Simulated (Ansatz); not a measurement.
AlP (zinc blende, F-43m) at seven volumes, PBE in the plane-wave PAW code Ansatz, scaled uniformly. One row is withheld.

```json
[
 {"V (Å³/atom)": "19.000", "P (GPa)": "?"},
 {"V (Å³/atom)": "19.626", "P (GPa)": "5.82"},
 {"V (Å³/atom)": "20.253", "P (GPa)": "2.69"},
 {"V (Å³/atom)": "20.879", "P (GPa)": "0.00"},
 {"V (Å³/atom)": "21.505", "P (GPa)": "-2.29"},
 {"V (Å³/atom)": "22.132", "P (GPa)": "-4.26"},
 {"V (Å³/atom)": "22.758", "P (GPa)": "-5.94"}
]
```

Problem. Fit the shown pressures and predict the withheld one.

Solution. Third-order Birch–Murnaghan: P = (3/2)B₀(x^(7/2) − x^(5/2))[1 + (3/4)(B′ − 4)(x − 1)] with x = (V₀/V)^(2/3). Least squares on the six rows gives V₀ = 20.880 Å³/atom, B₀ = 82.58 GPa, B′ = 4.18. At V = 19.000, x = 1.0649 and P = 9.49 GPa. The run itself gave 9.48 GPa.

Symmetry was held in the PBE relaxation.

Potentials: the earlier of the program's two PAW sets.
